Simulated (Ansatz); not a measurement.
## Sb (A7 type, space group R-3m), scan of one atom of the cell

Relaxed Sb (A7 type, space group R-3m):

```
Sb
1.0
    2.13423     1.23220     3.57258
   -2.13423     1.23220     3.57258
    0.00000    -2.46440     3.57258
Sb
2
Cartesian
  0.00000   0.00000   2.56051
  0.00000   0.00000   8.15722
```

In each cell atom 2 (Sb, nearest neighbour Sb at 2.910 Å; its periodic images, 4.3 Å or more away, move with it) moves by s·(1.000, 0.000, 0.000) (along Cartesian x), the rest being held.

These are PBEsol-D3(BJ) (plane waves to 420 eV, PAW, scalar-relativistic; Ansatz, a first-principles code) values and carry that method's errors. k mesh 11×11×11 (Γ-centred), Fermi-Dirac smearing 0.05 eV. The energy includes the smearing's −TS. Compression counts positive. With partly filled bands, energies and forces of such displacements shift with the k mesh and the smearing. F∥ is the force on the atom along that direction. F⊥ is the part of the force across the line. Sb was relaxed with its symmetry unable to fall. Spin-orbit coupling is left out, though Sb is heavy. ΔE is measured from the undisplaced structure.

```tsv
s (Å)	ΔE (meV/cell)	|F⊥| (eV/Å)	F∥ (eV/Å)	P (GPa)
-0.580	597	1.939	2.882	7.5
-0.464	318	1.366	1.933	4.8
-0.348	143	0.882	1.124	2.7
-0.232	49	0.457	0.531	1.2
-0.116	10	0.125	0.181	0.3
0.000	0	0.001	0.000	0.0
0.116	10	0.125	-0.181	0.3
0.232	49	0.457	-0.531	1.2
0.348	143	0.882	-1.124	2.7
0.464	318	1.366	-1.933	4.8
0.580	597	1.939	-2.882	7.5
```

Summary:

```
Property                                                                                      Result
------------------------------------  --------------------------------------------------------------
Energy at s = 0.580 Å                                                                   597 meV/cell
Force along the line at s = -0.580 Å                                                       2.88 eV/Å
Symmetry of the curve                                                  even: the same for both signs
Shape of the curve                    a single well with its minimum at or next to zero displacement
```

(For displaced atoms, the force is minus the slope of the energy, and its curvature is a force constant, which sets phonon frequencies.)
